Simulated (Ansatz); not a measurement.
TiO in space group C2/m (No. 12; Pearson symbol mS20) at seven volumes, r²SCAN in the plane-wave PAW code Ansatz, shape and atoms relaxed at each. One row is withheld.

| V (Å³/atom) | P (GPa) |
|---|---|
| 9.722 | 23.80 |
| 10.042 | ? |
| 10.363 | 6.80 |
| 10.683 | -0.01 |
| 11.004 | -5.90 |
| 11.324 | -10.98 |
| 11.645 | -15.33 |

Question: Fit the shown pressures and predict the withheld one.

Answer: Third-order Birch–Murnaghan: P = (3/2)B₀(x^(7/2) − x^(5/2))[1 + (3/4)(B′ − 4)(x − 1)] with x = (V₀/V)^(2/3). Least squares on the six rows gives V₀ = 10.683 Å³/atom, B₀ = 210.4 GPa, B′ = 3.88. At V = 10.042, x = 1.0421 and P = 14.68 GPa. The run itself gave 14.62 GPa.

The workflow started from an entry of the Crystallography Open Database (COD), which files this formula under 2 space groups. Whether it is the stable phase at ambient conditions was not checked. Symmetry was held in the r²SCAN relaxation; whether a distortion lowers the energy is not shown. The run is not spin-polarised.

Potentials: the later of the program's two PAW sets.
